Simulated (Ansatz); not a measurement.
The start is a randomly generated symmetric cell of Ti3Al (space group No. 160). The structure is fully relaxed (lattice and positions, P = 0) with PBE (plane waves to 420 eV, PAW, scalar-relativistic; Ansatz, an electronic-structure program). The first steps use a coarse 9×9×9 k-mesh.

The start:
```yaml
crystal:
  lattice:
    - [4.00662, 2.31322, 1.39270]
    - [-4.00662, 2.31322, 1.39270]
    - [0.00000, -4.62645, 1.39270]
  atoms:
    - { symbol: Al, position: [0.37995, 0.37995, 0.37995] }
    - { symbol: Ti, position: [0.72675, 0.22527, 0.72675] }
    - { symbol: Ti, position: [0.72675, 0.72675, 0.22527] }
    - { symbol: Ti, position: [0.22527, 0.72675, 0.72675] }
```

Question: Which atoms feel the largest initial force, and how large is it?

Answer: 2.39 eV/Å, on Ti2, Ti3, Ti4 (atoms numbered as listed).

Question: By how much does the energy per atom fall from start to end?

Answer: 0.82 eV/atom.

Question: How do the shortest distances between atoms change?

Answer: The closest pairs of elements (up to four, under 3.6 Å), start → end: Al–Ti 2.44 → 2.77 Å; Ti–Ti 2.70 → 2.78 Å; Al–Al 4.18 → 2.93 Å.

The space group stays R3m (No. 160) (the run could not lower it), with 4 atoms in the primitive cell. Final values are on a 17×17×17 k-mesh of the relaxed cell. No spin polarisation in the result.

The run could not lose the symmetry of its start, so the end can be a saddle point.

The relaxed structure here is a generated cell of Ti3Al: the first start was made by a random draw of sites in a space group, and the end was not matched to a known phase here, so it may be hypothetical. Known forms of Ti3Al include space group No. 194.
